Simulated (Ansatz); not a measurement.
A geometry of SiNi away from equilibrium: the start of the relaxation of a relaxed SiNi cell displaced along its unstable phonon at q = (0, 0, ½) of its primitive reciprocal cell (194i cm⁻¹), largest move 0.15 Å. The numbers are results of PBEsol (plane waves to 420 eV, PAW, scalar-relativistic; Ansatz, a first-principles code), not measurements. Γ-centred k-mesh 8×8×5 on the run's cell (coarser than for final values), Fermi–Dirac smearing 0.05 eV.

```xyz
12
Lattice="4.7951 0.0000 0.0000 -2.3975 4.1527 0.0000 0.0000 0.0000 7.5708" Properties=species:S:1:pos:R:3:forces:R:3 pbc="T T T" free_energy=-38564.148 pressure_GPa=-0.3
Ni     2.3975     0.0000    -0.0072    0.0000    0.0000   -0.0183
Ni     2.3975     0.0000     3.7926    0.0000    0.0000    0.0183
Ni     1.1988     2.0763    -0.0072    0.0000    0.0000   -0.0183
Ni     1.1988     2.0763     3.7926    0.0000    0.0000    0.0183
Ni    -1.1988     2.0763    -0.0072    0.0000    0.0000   -0.0183
Ni    -1.1988     2.0763     3.7926    0.0000    0.0000    0.0183
Si     0.0000     0.0000     0.1500    0.0000    0.0000    0.4745
Si     0.0000     0.0000     3.6354    0.0000    0.0000   -0.4745
Si     0.0000     2.7684     1.8927    0.0000    0.0000    0.0000
Si     0.0000     2.7684     5.6781    0.0000    0.0000    0.0000
Si     2.3975     1.3842     1.8927    0.0000    0.0000    0.0000
Si     2.3975     1.3842     5.6781    0.0000    0.0000    0.0000
```

Positions in Å, forces in eV/Å, free energy of the cell in eV (comparable only within this code, potentials and settings). Largest force: 0.47 eV/Å, on Si7, Si8 (atoms numbered as listed); the geometry lies 0.07 eV/atom above the end of its relaxation.

No spin polarisation in the result. A magnetic state may lie lower.

The run could not lose the symmetry of its start, so the end can be a saddle point.

The end of the path is a generated cell of SiNi: the first start was made by placing the elements on the sites of a structure type, and the end was not matched to a known phase here, so it may be hypothetical. Known forms of SiNi include space group No. 62.
